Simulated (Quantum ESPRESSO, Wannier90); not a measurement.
## Tight-binding from DFT: SnPbSe2 (R-3m)

```
begin unit_cell_cart
ang
   -2.1573101023    3.7365707048    0.0000000000
   -4.3146202045    0.0000000000    0.0000000000
   -2.1573101023    1.2455235683    7.0447200000
end unit_cell_cart
begin atoms_frac
Sn   0.5000000000  0.5000000000  0.5000000000
Pb   0.0000000000  0.0000000000  0.0000000000
Se   0.2474440000  0.2474440000  0.2576680000
Se  -0.2474440000 -0.2474440000 -0.2576680000
end atoms_frac
```

Structure: Materials Project mp-1218938, symmetrised, not relaxed again. Not found in the COD (Crystallography Open Database) copy used; not checked further. Method: PBEsol plane waves in Quantum ESPRESSO 7.5 (PseudoDojo norm-conserving files, 69 Ry, spinors with spin-orbit coupling), Bloch states on a 4×4×4 mesh through Γ, Wannier90 4.0.1. Density: 8×8×8 mesh, Gaussian smearing 0.01 Ry.

A tight-binding model is made by disentanglement and projection with no localisation steps (num_iter = 0), so the 32 orbitals stay atom-like: hydrogen-like Sn: s;p; Pb: s;p; Se: s;p, axes along x, y, z; frozen window up to 4.58 eV relative to the valence-band maximum. It follows pw.x to 15 meV rms for states up to 1.3 eV relative to the valence-band maximum. Matrix elements depend on this choice of orbitals and windows.

What are the on-site energies relative to the valence-band maximum, and how fast do the hoppings decay?


| atom | orbitals | energy (eV) |
|---|---|---|
| Sn1 | s↑ s↓ | -5.36 |
| Sn1 | pz↑ pz↓ | 1.38 |
| Sn1 | px↑ px↓ py↑ py↓ | 1.49 |
| Pb2 | s↑ s↓ | -6.95 |
| Pb2 | pz↑ pz↓ | 1.52 |
| Pb2 | px↑ px↓ py↑ py↓ | 1.49 |
| Se3 | s↑ s↓ | -11.92 |
| Se3 | pz↑ pz↓ px↑ px↓ py↑ py↓ | -1.26 |
| Se4 | s↑ s↓ | -11.92 |
| Se4 | pz↑ pz↓ px↑ px↓ py↑ py↓ | -1.26 |

```json
[
 {"distance of the centres (Å)": "3–4", "largest modulus (eV)": "1.1"},
 {"distance of the centres (Å)": "4–5", "largest modulus (eV)": "0.38"},
 {"distance of the centres (Å)": "5–6", "largest modulus (eV)": "0.036"},
 {"distance of the centres (Å)": "6–7", "largest modulus (eV)": "0.19"}
]
```

Effective spin-orbit constants λ of λ L·S, from the same-site elements px↑–py↑ (λ/2) and dx2-y2↑–dxy↑ (λ), where they are among the larger elements: Pb2 p 1.0 eV.
